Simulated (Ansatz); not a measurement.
Starting cell, Si (diamond):

```yaml
crystal:
  lattice:
    - [0.00000, 2.71678, 2.71678]
    - [2.71678, 0.00000, 2.71678]
    - [2.71678, 2.71678, 0.00000]
  atoms:
    - { symbol: Si, position: [0.50000, 0.50000, 0.50000] }
    - { symbol: Si, position: [0.75000, 0.75000, 0.75000] }
```

Scan: atom 1 (Si, nearest neighbour Si at 2.353 Å; its periodic images, 3.8 Å or more away, move with it) is displaced along Cartesian [111], direction (0.577, 0.577, 0.577) in Cartesian axes, by s. The other atoms stay.

Calculation: PBEsol (plane waves to 420 eV, PAW, scalar-relativistic; Ansatz, a first-principles code). k mesh 9×9×9 (Γ-centred), Fermi-Dirac smearing 0.05 eV. Energies are smeared free energies. As the smearing reaches across the gap at some points, energies and forces of such displacements shift with the k mesh and the smearing. Si was relaxed with its symmetry unable to fall. The PAW data are Ansatz's earlier set. The zero of ΔE is the undisplaced structure. The last digit holds for this mesh only.

```csv
s (Å),ΔE (meV/cell)
-0.240,278.8
-0.192,192.2
-0.144,withheld
-0.096,54.9
-0.048,14.6
0.000,0.0
0.048,16.1
0.096,67.6
0.144,158.9
0.192,294.3
0.240,477.7
```

**Question.** Fit a polynomial form (powers 2, 3, 4) to the given rows and predict ΔE at s = -0.144.

**Answer.** Least squares on the 10 given rows: ΔE = (6658)·s² + (7198)·s³ + (-1583)·s⁴, in meV/cell with s in Å; root-mean-square residual 0.06 meV/cell. At -0.144 the fit gives 115.9 meV/cell; the calculation gives 116.3 meV/cell, so the interpolation is off by -0.4 (-0.3 %). The quadratic term alone would give 138.1 meV/cell.

(A displaced cell: forces are minus the slopes of the energy, force constants its curvatures, and phonons follow from these.)
